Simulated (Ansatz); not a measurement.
One crystal and one scan (energy over volume and axial ratio) at two levels, r2SCAN (plane waves to 500 eV, PAW, scalar-relativistic; Ansatz, a program for electronic structure) and PBEsol (plane waves to 420 eV, PAW, scalar-relativistic; Ansatz), each from its own relaxed cell and on its own mesh. The cell shown is that of r2SCAN.

MoSi2 (MoSi2 type, space group I4/mmm)

```xyz
3
Lattice="-1.6009 1.6009 3.9093 1.6009 -1.6009 3.9093 1.6009 1.6009 -3.9093" Properties=species:S:1:pos:R:3 pbc="T T T"
Mo     0.0000     0.0000     0.0000
Si     0.0000     0.0000     2.6216
Si     0.0000     0.0000     5.1970
```

The relaxed cell is deformed in two ways at once: its volume V is scaled, and at that volume it is stretched along z (the c axis of the conventional cell) so that c/a changes. Fractional atomic positions are held.

E stands for the smeared free energy. MoSi2 is run without spin polarisation. MoSi2 was relaxed with its symmetry unable to fall. As the atoms are clamped, bonds stretch with the cell, which overstates energies and stresses. With partly filled bands, the response to shear is sensitive to the k mesh, so small differences along c/a are uncertain. Percentages come from the unrounded values.

Results of r2SCAN:

- Lattice constant a (Å) = 3.202
- Lattice constant c (Å) = 7.819
- Relaxed volume (Å³/atom) = 13.36
- Modulus against c/a change at fixed volume, (3/4V)·∂²E/∂(ln c/a)² (fit, atoms clamped) (GPa) = 208

What does PBEsol give for the same quantities?


| quantity | PBEsol | r2SCAN − PBEsol |
|---|---|---|
| Lattice constant a (Å) | 3.190 | +0.012 (+0.4 %) |
| Lattice constant c (Å) | 7.821 | -0.002 |
| Relaxed volume (Å³/atom) | 13.27 | +0.09 (+0.7 %) |
| Modulus against c/a change at fixed volume, (3/4V)·∂²E/∂(ln c/a)² (fit, atoms clamped) (GPa) | 201 | +7 (+3 %) |

r2SCAN gives the higher value for: lattice constant a; relaxed volume; modulus against c/a change at fixed volume. They agree on: lattice constant c (within 0.2 %). Neither level is exact: the differences show how much the result hangs on the functional.

(A scan under strain: stresses follow from slopes of the energy per volume, elastic moduli from its curvatures.)
